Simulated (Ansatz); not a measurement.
Input:

InPd:
```cif
data_InPd
_chemical_formula_sum 'In1 Pd1'
_space_group_name_H-M_alt 'Pm-3m'
_space_group_IT_number 221
_space_group_name_Hall '-P 4 2 3'
_cell_length_a 3.26693
_cell_length_b 3.26693
_cell_length_c 3.26693
_cell_angle_alpha 90.000
_cell_angle_beta 90.000
_cell_angle_gamma 90.000
loop_
_atom_site_label
_atom_site_type_symbol
_atom_site_symmetry_multiplicity
_atom_site_Wyckoff_symbol
_atom_site_fract_x
_atom_site_fract_y
_atom_site_fract_z
_atom_site_occupancy
In1 In 1 a 0.00000 0.00000 0.00000 1
Pd1 Pd 1 b 0.50000 0.50000 0.50000 1
```

This is the r²SCAN-relaxed structure.

All from DFT-r²SCAN in the program Ansatz with PAW potentials, unless another level is named. Predict the formation energy from the elements (no fitted shifts).

-0.57 eV/atom.

Next, the density of states at the Fermi level?

0.31 states/eV per atom (mean over ±0.08 eV).

What about the gap with spin–orbit coupling?

none (metallic).

The cell was relaxed with r²SCAN under the symmetry of its start; of distortions, only those at the zone centre were tested. No spin polarisation was allowed. The references are the lowest solids computed at this level, not always the standard phases. Spin–orbit coupling is left out wherever it is not named.

Potentials: the later of the program's two PAW sets.
